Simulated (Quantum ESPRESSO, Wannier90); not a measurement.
**GeSe (Pnma): Wannier90 run**

```
CELL_PARAMETERS angstrom
     11.25603     0.00000     0.00000
      0.00000     3.78719     0.00000
      0.00000     0.00000     4.66436
ATOMIC_POSITIONS crystal
  Ge 0.12910 0.25000 0.11900
  Ge 0.87090 0.75000 0.88100
  Ge 0.37090 0.75000 0.61900
  Ge 0.62910 0.25000 0.38100
  Se 0.84928 0.25000 0.51547
  Se 0.15072 0.75000 0.48453
  Se 0.65072 0.75000 0.01547
  Se 0.34928 0.25000 0.98453
```

Materials Project entry mp-700; symmetrised, unrelaxed at this level. COD (Crystallography Open Database) has an entry of this formula and space group (matched by these alone). Level: LDA, no spin polarisation, no spin-orbit coupling; pw.x of Quantum ESPRESSO at 69 Ry with PseudoDojo potentials, 4×4×4 k-points, Wannier90. Density: 4×8×8 mesh, Gaussian smearing 0.01 Ry. The cell is built of weakly bound layers, chains or molecules, whose nearest atoms lie 3.64 Å apart. Database cells relaxed without dispersion often hold them too far apart, which can enlarge gaps and weakens couplings between them; spacing and stacking were not compared with the measured crystal. Spin-orbit coupling, left out, would split the p-like bands by a few tenths of an eV.

Base run: 32 functions from bands 41-88 of the 88 computed, start hydrogen-like Ge: s;p; Se: s;p, centres 0.05 Å off the atoms, frozen window up to 2.30 eV relative to the valence-band maximum, outer window open. One thing is changed at a time; window edges are relative to the valence-band maximum. The misfit compares interpolated bands with pw.x on a high-symmetry path, for states up to 1.8 eV relative to the valence-band maximum. Converged means that the tolerances were met: symmetric starts can stop on a saddle, which shows as a larger Ω_OD at equal Ω_I and can move the misfit too.

```csv
setting,functions,frozen to (eV),Ω_I (Å²),Ω_D (Å²),Ω_OD (Å²),rms misfit (meV),worst (meV),ended
base,32,2.30,41.84,0.07,7.64,18,115,converged
frozen window to 1.80 eV,32,1.80,39.98,0.04,7.48,16,181,converged
frozen window to 3.30 eV,32,3.30,45.39,0.11,8.23,18,136,converged
no frozen window,32,none,36.73,0.01,7.49,123,619,converged
outer window to 5.52 eV,32,2.30,–,–,–,–,–,stops: too few bands in the window
```
